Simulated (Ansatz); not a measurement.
## Pressure gauges and gaskets: equation-of-state parameters at work

A comparison from first-principles data. Bulk modulus and its pressure derivative give the pressure that a small compression needs; a soft, simple solid makes a sensitive pressure gauge, a stiff one a good anvil or seat.

fcc Au serves as the reference. Hydrostatic compression by 2 % of the volume (V₀/V = 1.0204), no change of phase.

**Data**

Levels of theory (Ansatz, a plane-wave PAW program): B₀, B₀′: r²SCAN, Birch–Murnaghan fit of energy against volume; volume per atom: r²SCAN, relaxed cell.

Working rules: linear estimate = B₀ × compression; P = (B₀/B₀′)[(V₀/V)^B₀′ − 1]; modulus under load = B₀ + B₀′P; relative pressure = P/P_ref.

```
crystal              B₀ (GPa)  B₀′  V (Å³/atom)  linear estimate (GPa)  Murnaghan pressure (GPa)  modulus there (GPa)  pressure (relative)
-------------------  --------  ---  -----------  ---------------------  ------------------------  -------------------  -------------------
MgLaAu (P-62m, hP9)      61.8  4.2        25.32                    1.2                     1.302                 67.3                 0.40
ScPt (CsCl type)          150  4.4        17.73                    3.0                     3.168                  164                 0.97
fcc Au, reference         153  5.9        17.53                    3.1                     3.281                  172                 1.00
NiGa (CsCl type)          176  4.8        11.92                    3.5                     3.732                  194                 1.14
```

Runs started from generated or typed cells of the structure named: fcc Au. Not checked to be the ambient phase: MgLaAu (P-62m, hP9); ScPt (CsCl type); NiGa (CsCl type). Run without spin polarisation: NiGa (CsCl type). Spin–orbit coupling is left out unless named.

**Worked example**

The steps for ScPt (CsCl type):

1. linear estimate: 150 × 2/100 = 3.0 GPa
2. P = (150/4.4) × (1.0204^4.4 − 1) = 3.168 GPa
3. modulus there: 150 + 4.4 × 3.168 = 164 GPa
4. relative pressure: 3.168/3.281 = 0.97

**Result**

Ranking by relative pressure, highest first: NiGa (CsCl type) (1.14 ± 0.057), fcc Au (1.00 ± 0.050) ≈ ScPt (CsCl type) (0.97 ± 0.048), MgLaAu (P-62m, hP9) (0.40 ± 0.020). The ± follows from allowances picked for this note (B₀ 5 %, B₀′ 0.4), carried to first order and added in quadrature, each row's own inputs moving alone; ≈ joins neighbours closer than their two ± added in quadrature.

**Caveats**

B₀′ is the least certain number of such a fit, often by half a unit. Where several phases of a formula are at hand, those over 0.1 eV/atom above the lowest were not drawn (by r²SCAN where it compared them, else by the largest value; a layered or molecular lowest phase counts only with a dispersion term); other phases could lie lower still. Rows were sampled with a lean to familiar crystals, related or not, whatever their agreement with measurement; tables with many equal figures were not kept. Limits of the draw: no layered crystals, B₀′ of 2 to 8; no unfamiliar magnets, and cubic perovskites only if shown or known to be stable. As a rule kept out of such tables: 4f compounds, open-shell compounds run without a Hubbard term, cells found unstable in the tests at hand, cells close to a higher symmetry, and runs set to a pressure or over 12 % in volume from the crystal's fullest run.
